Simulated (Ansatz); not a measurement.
**MgS**

**The experiment.** The Crystallography Open Database holds a cell as deposited of cubic MgS (space group Fm-3m), temperature not stated (1963): a = 5.203 Å, 17.61 Å³/atom.

Computed with Ansatz (plane waves, PAW, 420 eV cutoff): PBEsol, scalar-relativistic, no spin polarisation, 10×10×10 k-mesh, Gaussian smearing of 0.05 eV; PAW files: Ansatz's generated set soft_2.

```cif
data_structure
_symmetry_space_group_name_H-M 'P 1'
_symmetry_Int_Tables_number 1
_cell_length_a 3.6643
_cell_length_b 3.6643
_cell_length_c 3.6643
_cell_angle_alpha 60.000
_cell_angle_beta 60.000
_cell_angle_gamma 60.000
_cell_volume 34.79
loop_
_atom_site_label
_atom_site_type_symbol
_atom_site_fract_x
_atom_site_fract_y
_atom_site_fract_z
_atom_site_occupancy
Mg1 Mg 0.00000 0.00000 0.00000 1
S1 S 0.50000 0.50000 0.50000 1
```

The chain of runs began from a cell as deposited in COD, expanded in volume.

The cell above was scaled in volume, its shape and atoms being fixed by the lattice's symmetry. Energies are counted from the cell above.

```tsv
V (Å³/atom)	ΔE (meV/atom)	P from the stress (GPa)
16.699	7.25	3.46
17.047	1.75	1.64
17.395	0.00	0.00
17.743	1.65	-1.49
18.091	6.36	-2.83
```

Task: Do the energies and the pressures agree? Compare −ΔE/ΔV between neighbouring points (1 meV/Å³ = 0.1602 GPa) with the mean of their pressures.

Result: 
```csv
interval (Å³/atom),−ΔE/ΔV (GPa),mean P (GPa)
16.70 to 17.05,2.5,2.6
17.05 to 17.39,0.8,0.8
17.39 to 17.74,-0.8,-0.7
17.74 to 18.09,-2.2,-2.2
```
They differ by 0.02 GPa at most.

Task: What do the two routes give for V0, B0 and B0′?

Result: A third-order Birch–Murnaghan fit of the energies: V0 = 17.39 Å³/atom, B0 = 78 GPa, B0′ = 4.1. A polynomial of P in ln V, with B = −dP/d ln V at P = 0: V0 = 17.39 Å³/atom, B0 = 78 GPa, B0′ = 4.1.

B0·V0 = 78.1 GPa × 17.39 Å³ = 8.48 eV/atom sets the scale: near the minimum ΔE ≈ ½ B0 V0 x², with x = V/V0 − 1, and a pressure of 0.8 GPa squeezes the volume by about 1 %. At the ends of the curve: x = −4.0 % predicts 6.8 meV/atom and the run gives 7.2; x = +4.0 % predicts 6.8 meV/atom and the run gives 6.4. The lopsidedness is anharmonic: atoms resist being pushed together more than being pulled apart.

**Comparison.** The computed cell (5.182 Å, 17.39 Å³/atom) differs from the database's by −1.2 % in volume, about −0.4 % in length. PBEsol was built to cure PBE's overestimate of volumes, and the static lattice lacks thermal expansion.

